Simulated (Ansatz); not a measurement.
AlIr:
```cif
data_Al4Ir4
_chemical_formula_sum 'Al4 Ir4'
_space_group_name_H-M_alt 'Cmcm'
_space_group_IT_number 63
_space_group_name_Hall '-C 2c 2'
_cell_length_a 2.85412
_cell_length_b 9.61184
_cell_length_c 4.20182
_cell_angle_alpha 90.000
_cell_angle_beta 90.000
_cell_angle_gamma 90.000
loop_
_atom_site_label
_atom_site_type_symbol
_atom_site_symmetry_multiplicity
_atom_site_Wyckoff_symbol
_atom_site_fract_x
_atom_site_fract_y
_atom_site_fract_z
_atom_site_occupancy
Al1 Al 4 c 0.00000 0.34993 0.25000 1
Ir1 Ir 4 c 0.00000 0.08814 0.25000 1
```
(The calculation used a cell of 4 atoms; values per cell refer to that cell.)

Relaxed with PBEsol.

### Question
Which orbitals make up the states near the Fermi level in the program Ansatz at the PBEsol level (PAW)?

### Answer
Within 0.5 eV of the Fermi level: Ir 5d 71 %, Al 3p 18 %, Ir 6s 5 %. Projections are on Löwdin-orthogonalised atomic valence shells; empty p or d shells of many metals are not among them.

### Question
Tabulate the density of states.

### Answer
States/eV per cell of 4 atoms, in 0.25 eV bins, energy from the Fermi level.

```csv
E (eV),total,Ir 5d,Al 3p,Al 3s
-7.85,0.75,0.07,0.28,0.22
-7.60,0.84,0.10,0.32,0.24
-7.35,0.98,0.16,0.36,0.28
-7.10,1.26,0.29,0.42,0.35
-6.85,1.74,0.57,0.47,0.51
-6.60,1.63,0.58,0.43,0.45
-6.35,2.27,1.08,0.42,0.62
-6.10,1.53,0.79,0.28,0.36
-5.85,1.10,0.54,0.25,0.21
-5.60,1.09,0.51,0.29,0.16
-5.35,1.81,0.96,0.48,0.17
-5.10,2.97,1.73,0.80,0.18
-4.85,3.52,2.16,0.93,0.16
-4.60,3.55,2.35,0.84,0.15
-4.35,3.06,2.33,0.44,0.13
-4.10,3.32,2.68,0.38,0.12
-3.85,5.13,4.08,0.65,0.15
-3.60,4.96,3.78,0.76,0.17
-3.35,3.61,2.83,0.44,0.18
-3.10,3.37,2.72,0.39,0.10
-2.85,3.68,2.96,0.52,0.06
-2.60,2.30,1.84,0.35,0.04
-2.35,2.57,2.08,0.38,0.05
-2.10,2.66,2.20,0.35,0.04
-1.85,3.06,2.60,0.32,0.07
-1.60,4.83,4.02,0.57,0.10
-1.35,4.68,3.87,0.55,0.10
-1.10,4.13,3.37,0.48,0.08
-0.85,4.01,3.25,0.45,0.08
-0.60,4.61,3.66,0.56,0.09
-0.35,3.73,2.93,0.46,0.07
-0.10,3.19,2.46,0.42,0.07
0.15,1.72,1.01,0.46,0.07
0.40,1.44,0.67,0.49,0.09
0.65,1.42,0.60,0.54,0.10
0.90,1.46,0.55,0.60,0.11
1.15,1.33,0.49,0.54,0.10
1.40,1.15,0.43,0.45,0.09
1.65,1.03,0.38,0.40,0.08
1.90,0.94,0.34,0.36,0.07
2.15,1.18,0.50,0.40,0.10
2.40,1.20,0.52,0.38,0.12
2.65,1.09,0.42,0.32,0.15
2.90,1.41,0.60,0.33,0.22
3.15,1.17,0.43,0.29,0.22
3.40,1.03,0.33,0.29,0.21
3.65,1.02,0.29,0.30,0.24
3.90,1.34,0.31,0.40,0.38
4.15,1.60,0.32,0.49,0.47
4.40,1.45,0.28,0.48,0.38
4.65,1.49,0.30,0.52,0.37
```

The start of the workflow was typed in or built on a structure type; neither database checked (COD, Materials Project) lists it. Its standing as an ambient phase is unchecked. The cell was relaxed with PBEsol under the symmetry of its start; whether a distortion lowers the energy is not shown. No spin polarisation was allowed. Scalar-relativistic: spin–orbit coupling is off unless named, which matters more the heavier the elements.

Potentials: the earlier of the program's two PAW sets. The files were generated under PBE; for other functionals the program regenerates the frozen cores, and for LDA and PBEsol the local potential too.
